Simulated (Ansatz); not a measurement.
HfO2 (tetragonal-ZrO2 type, space group P4_2/nmc), scan of one atom of the cell

HfO2 (tetragonal-ZrO2 type, space group P4_2/nmc)

```xyz
6
Lattice="3.6048 0.0000 0.0000 0.0000 3.6048 0.0000 0.0000 0.0000 5.2650" Properties=species:S:1:pos:R:3 pbc="T T T"
Hf     0.0000     0.0000     0.0000
Hf     1.8024     1.8024     2.6325
O      0.0000     1.8024     1.0174
O      0.0000     1.8024     3.6499
O      1.8024     0.0000     1.6151
O      1.8024     0.0000     4.2476
```

Scan: atom 6 (O, nearest neighbour Hf at 2.070 Å; its periodic images, 3.6 Å or more away, move with it) is displaced along Cartesian [110], direction (0.707, 0.707, 0.000) in Cartesian axes, by s. The other atoms stay.

Method: PBE (plane waves to 420 eV, PAW, scalar-relativistic; Ansatz, a quantum-chemistry and plane-wave program). k mesh 7×7×5 (Γ-centred), Fermi-Dirac smearing 0.05 eV. Energies are smeared free energies. Compression counts positive. Left out: 4 of 11 points, with atoms too close for the PAW data. F∥ is the force on the atom along that direction. F⊥ is the part of the force across the line. HfO2 is run without spin polarisation. HfO2 was relaxed with its symmetry unable to fall. Spin-orbit coupling is left out, though Hf is heavy. The PAW data are Ansatz's earlier set. This is a high-temperature form of HfO2. ΔE is measured from the undisplaced structure.

```tsv
s (Å)	ΔE (eV/cell)	|F⊥| (eV/Å)	F∥ (eV/Å)	P (GPa)
-0.372	0.811	2.755	4.482	5.43
-0.248	0.355	1.682	2.900	2.43
-0.124	0.088	0.793	1.421	0.61
0.000	0.000	0.000	0.000	0.00
0.124	0.088	0.793	-1.421	0.61
0.248	0.355	1.682	-2.900	2.43
0.372	0.811	2.755	-4.482	5.43
```

Key numbers:

```
Property                                                                                                                                          Value
--------------------------------------------------------  ---------------------------------------------------------------------------------------------
Energy at s = 0.372 Å                                                                                                                      811 meV/cell
Force along the line at s = -0.372 Å                                                                                                          4.48 eV/Å
Symmetry of the curve                                                                                                     even: the same for both signs
Shape of the curve                                                                       a single well with its minimum at or next to zero displacement
Force constant k = d²E/ds² at s = 0 (finite differences)                                                                                     11.4 eV/Å²
Harmonic estimate at the end of the scan                  ½ks² = 788 meV/cell against the computed 811 meV/cell, so the well is close to harmonic there
```

(For displaced atoms, the force is minus the slope of the energy, and its curvature is a force constant, which sets phonon frequencies.)
